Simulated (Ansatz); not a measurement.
Data:

Relaxed Si (diamond):

```
CELL_PARAMETERS angstrom
      0.00000     2.73494     2.73494
      2.73494     0.00000     2.73494
      2.73494     2.73494     0.00000
ATOMIC_POSITIONS crystal
  Si 0.50000 0.50000 0.50000
  Si 0.75000 0.75000 0.75000
```

In this cell atom 2 (Si, nearest neighbour Si at 2.369 Å; its periodic images, 3.9 Å or more away, move with it) is moved by s along Cartesian [110], unit vector (0.707, 0.707, 0.000); all other atoms and the cell stay fixed.

Method: PBE (plane waves to 420 eV, PAW, scalar-relativistic; Ansatz, a first-principles code). k mesh 8×8×8 (Γ-centred), Fermi-Dirac smearing 0.05 eV. Energies are smeared free energies. As the smearing reaches across the gap at some points, energies and forces of such displacements shift with the k mesh and the smearing. Si was relaxed with its symmetry unable to fall. The PAW data are Ansatz's earlier set. ΔE is measured from the undisplaced structure.

The scan covers s from -0.240 to 0.240 Å in 11 points.

Question: Is the energy the same for equal positive and negative displacements?

Answer: Even: the same for both signs. With its periodic images moving along, the atom's site symmetry in this cell is -43m.

Question: What is the force constant k = d²E/ds² of this move at s = 0?

Answer: 13.1 eV/Å².

(A displaced cell: forces are minus the slopes of the energy, force constants its curvatures, and phonons follow from these.)
